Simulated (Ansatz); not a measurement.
Consider the following.

Re:
```xyz
2
Lattice="2.7583 0.0000 0.0000 -1.3792 2.3888 0.0000 0.0000 0.0000 4.4617" Properties=species:S:1:pos:R:3 pbc="T T T"
Re     0.0000     1.5925     3.3463
Re     1.3792     0.7963     1.1154
```

This is the r²SCAN-relaxed structure.

Task: All from DFT-r²SCAN in the program Ansatz with PAW potentials, unless another level is named. Give the density of states at the Fermi level.

Result: 0.71 states/eV per atom (mean over ±0.08 eV).

Task: Give the gap with spin–orbit coupling.

Result: none (metallic).

Space group P6_3/mmc (hcp (Mg type)). The r²SCAN relaxation kept the symmetry of its start; of distortions, only those at the zone centre were tested. The run is not spin-polarised. Spin–orbit coupling is left out wherever it is not named.

Potentials: the later of the program's two PAW sets.
